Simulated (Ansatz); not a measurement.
**Sn2Pt under pressure**

Level of theory: DFT LDA, scalar-relativistic, plane waves, PAW (Ansatz 0.2.0). Settings: 420 eV plane-wave cutoff, Γ-centred 12×12×12 mesh, Fermi-Dirac smearing of 0.15 eV. No spin polarisation. Phonons by linear response, acoustic sum rule imposed.

The cell, relaxed at this level:
```yaml
crystal:
  lattice:
    - [0.00000, 3.20408, 3.20408]
    - [3.20408, 0.00000, 3.20408]
    - [3.20408, 3.20408, 0.00000]
  atoms:
    - { symbol: Sn, position: [0.25000, 0.25000, 0.25000] }
    - { symbol: Sn, position: [0.75000, 0.75000, 0.75000] }
    - { symbol: Pt, position: [0.00000, 0.00000, 0.00000] }
```

In a metal, frequencies and elastic constants depend on the k mesh and the smearing, soft modes and shear constants most. Spin–orbit coupling is left out, which can shift energies with elements as heavy as these.

Optical modes at Γ (cm⁻¹) at zero pressure: 134, 145.

Under hydrostatic pressure the same modes lie at 140, 150 cm⁻¹. What is the pressure, and how much has the cell shrunk?

## Answers

2 GPa; the volume is 1.7 % smaller.